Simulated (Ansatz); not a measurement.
The start is a randomly generated symmetric cell of Al2Cu (space group No. 171). Cell shape, volume and atoms are optimised at zero target pressure with PBE (plane waves to 420 eV, PAW, scalar-relativistic; Ansatz, an electronic-structure program). The first steps use a coarse 7×7×5 k-mesh.

Input geometry:
```
Al2Cu
1.0
    5.28908     0.00000     0.00000
   -2.64454     4.58048     0.00000
    0.00000     0.00000     6.80720
Al Cu
6 3
Cartesian
  1.32227   2.29024   0.06003
  2.64454   0.00000   4.59816
 -1.32227   2.29024   2.32909
  0.00000   0.00000   6.32880
  0.00000   0.00000   4.05973
  0.00000   0.00000   1.79067
  1.32227   2.29024   4.48595
  2.64454   0.00000   2.21689
 -1.32227   2.29024   6.75502
```

Question: What is the largest force in the starting geometry, and on which atom (counted from 1)?

Answer: 1.08 eV/Å, on Al1, Al2, Al3 (atoms numbered as listed).

Question: By how much does the energy per atom fall from start to end?

Answer: 0.32 eV/atom.

Question: How does the volume change?

Answer: -7.5 %, from 18.32 to 16.95 Å³/atom.

Question: How do the shortest distances between atoms change?

Answer: The closest pairs of elements (up to four, under 3.6 Å), start → end: Al–Al 2.27 → 2.58 Å; Al–Cu 2.38 → 2.45 Å; Cu–Cu 3.48 → 3.53 Å.

The space group stays P6₂ (No. 171) (the run could not lower it), with 9 atoms in the primitive cell. Final values are on a 11×11×6 k-mesh of the relaxed cell. No spin polarisation in the result.

The run could not lose the symmetry of its start: the end is stationary, and may be a saddle point rather than a minimum.

The relaxed structure here is a generated cell of Al2Cu: the first start was made by a random draw of sites in a space group, and the end was not matched to a known phase here, so it may be hypothetical. Known forms of Al2Cu include space group No. 140.
